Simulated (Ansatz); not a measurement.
ZrO:
```
CELL_PARAMETERS angstrom
      5.24836     0.00000     0.00000
     -2.62418     4.54521     0.00000
      0.00000     0.00000     3.16591
ATOMIC_POSITIONS crystal
  Zr 0.00000 0.00000 0.00000
  Zr 0.33333 0.66667 0.50000
  Zr 0.66667 0.33333 0.50000
  O  0.40670 0.00000 0.00000
  O  0.59330 0.59330 0.00000
  O  0.00000 0.40670 0.00000
```

Relaxed with PBEsol.

Q: Which orbitals make up the states near the Fermi level in plane-wave PAW PBEsol (Ansatz code)?

A: Within 0.5 eV of the Fermi level: Zr 4d 77 %, O 2p 12 %, Zr 5s 6 %. Projections are on Löwdin-orthogonalised atomic valence shells; empty p or d shells of many metals are not among them.

Q: Tabulate the density of states.

A: States/eV per cell of 6 atoms, in 0.25 eV bins, energy from the Fermi level.

| E (eV) | total | Zr 4d | O 2p | Zr 5s |
|---|---|---|---|---|
| -7.85 | 4.34 | 1.01 | 3.02 | 0.17 |
| -7.60 | 4.46 | 0.96 | 3.20 | 0.16 |
| -7.35 | 7.75 | 1.65 | 5.72 | 0.15 |
| -7.10 | 7.70 | 1.42 | 5.91 | 0.10 |
| -6.85 | 7.03 | 0.96 | 5.67 | 0.13 |
| -6.60 | 4.46 | 0.60 | 3.62 | 0.07 |
| -6.35 | 3.45 | 0.43 | 2.87 | 0.04 |
| -6.10 | 4.60 | 0.51 | 3.93 | 0.04 |
| -5.85 | 5.52 | 0.58 | 4.78 | 0.03 |
| -5.60 | 5.76 | 0.56 | 5.06 | 0.03 |
| -5.35 | 1.11 | 0.09 | 1.00 | 0.00 |
| -5.10 | 0.00 | 0.00 | 0.00 | 0.00 |
| -4.85 | 0.00 | 0.00 | 0.00 | 0.00 |
| -4.60 | 0.00 | 0.00 | 0.00 | 0.00 |
| -4.35 | 0.00 | 0.00 | 0.00 | 0.00 |
| -4.10 | 0.00 | 0.00 | 0.00 | 0.00 |
| -3.85 | 0.11 | 0.06 | 0.01 | 0.03 |
| -3.60 | 0.21 | 0.13 | 0.02 | 0.06 |
| -3.35 | 0.30 | 0.18 | 0.02 | 0.08 |
| -3.10 | 0.42 | 0.26 | 0.03 | 0.11 |
| -2.85 | 0.77 | 0.50 | 0.05 | 0.19 |
| -2.60 | 0.66 | 0.43 | 0.05 | 0.16 |
| -2.35 | 0.57 | 0.37 | 0.05 | 0.13 |
| -2.10 | 3.06 | 2.60 | 0.15 | 0.22 |
| -1.85 | 4.24 | 3.52 | 0.24 | 0.30 |
| -1.60 | 4.30 | 3.55 | 0.28 | 0.25 |
| -1.35 | 3.67 | 2.99 | 0.25 | 0.23 |
| -1.10 | 2.65 | 2.17 | 0.22 | 0.15 |
| -0.85 | 1.64 | 1.30 | 0.19 | 0.09 |
| -0.60 | 0.68 | 0.49 | 0.10 | 0.06 |
| -0.35 | 0.43 | 0.29 | 0.07 | 0.04 |
| -0.10 | 0.30 | 0.20 | 0.05 | 0.03 |
| 0.15 | 0.15 | 0.11 | 0.02 | 0.01 |
| 0.40 | 2.19 | 1.77 | 0.22 | 0.08 |
| 0.65 | 1.94 | 1.57 | 0.17 | 0.09 |
| 0.90 | 3.44 | 2.95 | 0.24 | 0.08 |
| 1.15 | 4.57 | 3.91 | 0.28 | 0.09 |
| 1.40 | 5.34 | 4.49 | 0.37 | 0.09 |
| 1.65 | 4.41 | 3.67 | 0.37 | 0.11 |
| 1.90 | 3.83 | 3.11 | 0.35 | 0.11 |
| 2.15 | 7.22 | 5.81 | 0.76 | 0.18 |
| 2.40 | 5.34 | 4.24 | 0.48 | 0.20 |
| 2.65 | 6.29 | 5.23 | 0.46 | 0.18 |
| 2.90 | 5.90 | 4.84 | 0.50 | 0.15 |
| 3.15 | 6.43 | 5.19 | 0.56 | 0.21 |
| 3.40 | 8.31 | 6.61 | 0.84 | 0.28 |
| 3.65 | 6.40 | 4.97 | 0.73 | 0.25 |

Space group P-62m. The start of the workflow was typed in or built on a structure type; neither database checked (COD, Materials Project) lists it. COD files the formula under space group No. 225. Whether it is the stable phase at ambient conditions was not checked. The PBEsol relaxation kept the symmetry of its start; its stability against distortions is not shown here. The run is not spin-polarised. A small band overlap can be real or an error of a semilocal functional. Scalar-relativistic: spin–orbit coupling is off unless named, which matters more the heavier the elements.

Potentials: the earlier of the program's two PAW sets. The files were generated under PBE; for other functionals the program regenerates the frozen cores, and for LDA and PBEsol the local potential too.
